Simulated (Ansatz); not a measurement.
The relaxed structure here is a generated cell of BP: the first start was made by placing the elements on the sites of a structure type, and the end was not matched to a known phase here, so it may be hypothetical. Known forms of BP include space group No. 216.

A structure of BP relaxed with PBEsol (plane waves to 420 eV, PAW, scalar-relativistic; Ansatz, a first-principles code); single points at other levels follow on the same geometry (Ansatz, PAW; HSE06 at 420 eV on a 8×8×8 k-mesh; no spin-orbit coupling). Space group R-3m (No. 166).

```cif
data_B6P6
_chemical_formula_sum 'B6 P6'
_space_group_name_H-M_alt 'R-3m :H'
_space_group_IT_number 166
_space_group_name_Hall '-R 3 2"'
_cell_length_a 3.20094
_cell_length_b 3.20094
_cell_length_c 15.67620
_cell_angle_alpha 90.000
_cell_angle_beta 90.000
_cell_angle_gamma 120.000
loop_
_atom_site_label
_atom_site_type_symbol
_atom_site_symmetry_multiplicity
_atom_site_Wyckoff_symbol
_atom_site_fract_x
_atom_site_fract_y
_atom_site_fract_z
_atom_site_occupancy
B1 B 6 c 0.00000 0.00000 0.05637 1
P1 P 6 c 0.00000 0.00000 0.42977 1
```
(The calculation used a cell of 4 atoms; values per cell refer to that cell.)

| level | gap (eV) | kind | conduction minimum |
|---|---|---|---|
| PBEsol | 0.66 | indirect | F |
| HSE06 | (withheld) | – | (withheld) |

**Question.** Some entries are withheld; supply them.

**Answer.** 
- HSE06, gap (eV): 1.45
- HSE06, conduction minimum: F

HSE06 gaps come from a coarse mesh plus a few chosen points, so they may be too large. No spin polarisation in the result.

It was reached from a disturbed copy of a P4/mmm (No. 123) cell, against which it lies -0.97 eV/atom.
